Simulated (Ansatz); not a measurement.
FeNi (L1₀ or tetragonal B2, space group No. 123), PBEsol in the plane-wave PAW code Ansatz, all energies at zero smearing, with the estimated change up to a 700 eV cutoff added, with one set of potentials and settings (totals compare only within such a set). Cell of 2 atoms (1 Fe, 1 Ni): -10253.951 eV.

| element | reference phase | E (eV/atom) |
|---|---|---|
| Fe | Im-3m, 1 atoms in the cell, spin-polarised | -4448.8575 |
| Ni | Fm-3m, 1 atoms in the cell, spin-polarised | -5804.9838 |

Formation energy per atom, worked out: (-10253.951 − 1×(-4448.8575) − 1×(-5804.9838))/2 = -0.055 eV/atom (-5 kJ per mol of atoms), at 0 K, without zero-point energy or fitted corrections.

Space group P4/mmm (L1₀ or tetragonal B2). The workflow started from a Materials Project entry (that database holds measured and hypothetical structures alike); the Crystallography Open Database files this formula in space group No. 123, but the cells were not matched. Its standing as an ambient phase is unchecked. Symmetry was held in the PBEsol relaxation; whether a distortion lowers the energy is not shown. Magnetic state: ferromagnetic, chosen from 5 collinear starts compared on coarse meshes (ties went to the first, and starts can fall back to one state), not a proven ground state. The references are the lowest solids computed at this level, not always the standard phases.

Potentials: the earlier of the program's two PAW sets. The files were generated under PBE; for other functionals the program regenerates the frozen cores, and for LDA and PBEsol the local potential too.
